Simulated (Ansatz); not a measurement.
Values for one crystal, relaxed and computed with the program Ansatz at the PBE level (PAW); other levels are named.

| Quantity | Value |
|---|---|
| Volume per atom | 19.61 Å³ |
| Electronic character | metallic (no gap) |
| Bulk modulus (Birch–Murnaghan fit) | 70.2 GPa |
| Formation energy from the elements (no fitted shifts) | -0.023 eV/atom |
| Pressure derivative B′ | 4.7 |
| Density of states at the Fermi level | 0.56 states/eV per atom (mean over ±0.08 eV) |
| Gap with spin–orbit coupling | none (metallic) |

Problem. Which compound is it?
A. CdO, rock salt
B. HfN, rock salt
C. BAs, P-6m2 (B on 1a, As on 1f)
D. GaAs, rock salt

Solution. D, GaAs, rock salt

Space group Fm-3m (rock salt). The start of the workflow was typed in or built on a structure type; neither database checked (COD, Materials Project) lists it. It is not the phase usual at ambient conditions (space group No. 216). The PBE relaxation kept the symmetry of its start; its stability against distortions is not shown here. The volume moved by 18 % from the start of the relaxation. The references are the lowest solids computed at this level, not always the standard phases. Scalar-relativistic: spin–orbit coupling is off unless named, which matters more the heavier the elements.

Potentials: the later of the program's two PAW sets.
